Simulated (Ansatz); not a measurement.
Data:

Na:
```cif
data_Na2
_chemical_formula_sum 'Na2'
_space_group_name_H-M_alt 'P 1'
_space_group_IT_number 1
_cell_length_a 3.77859
_cell_length_b 3.77859
_cell_length_c 6.10801
_cell_angle_alpha 90.000
_cell_angle_beta 90.000
_cell_angle_gamma 120.000
loop_
_space_group_symop_operation_xyz
  'x, y, z'
loop_
_atom_site_label
_atom_site_type_symbol
_atom_site_fract_x
_atom_site_fract_y
_atom_site_fract_z
_atom_site_occupancy
Na1 Na 0.33333 0.66667 0.25000 1
Na2 Na 0.66667 0.33333 0.75000 1
```

This is the r²SCAN-relaxed structure.

Question: All from the program Ansatz at the r²SCAN level (PAW), unless another level is named. Estimate the Debye temperature from the elastic constants.

Answer: 165 K.

Question: Next, the highest zone-centre frequency?

Answer: 4.10 THz.

Space group P6_3/mmc (hcp (Mg type)). The first step of the workflow began from a Materials Project structure, measured or hypothetical; the Crystallography Open Database files this formula in space group No. 194, but the cells were not matched. It is not the phase usual at ambient conditions (space group No. 229). The cell keeps a stress of up to 0.2 GPa. The cell was relaxed with r²SCAN under the symmetry of its start; whether a distortion lowers the energy is not shown. As this level gives no gap, shear constants depend on the k-mesh and smearing (Fermi–Dirac, 0.1 eV here). As this level gives no gap, phonon frequencies hold no LO–TO term and depend on the k-mesh and smearing (Fermi–Dirac, 0.1 eV here).

Potentials: the earlier of the program's two PAW sets.
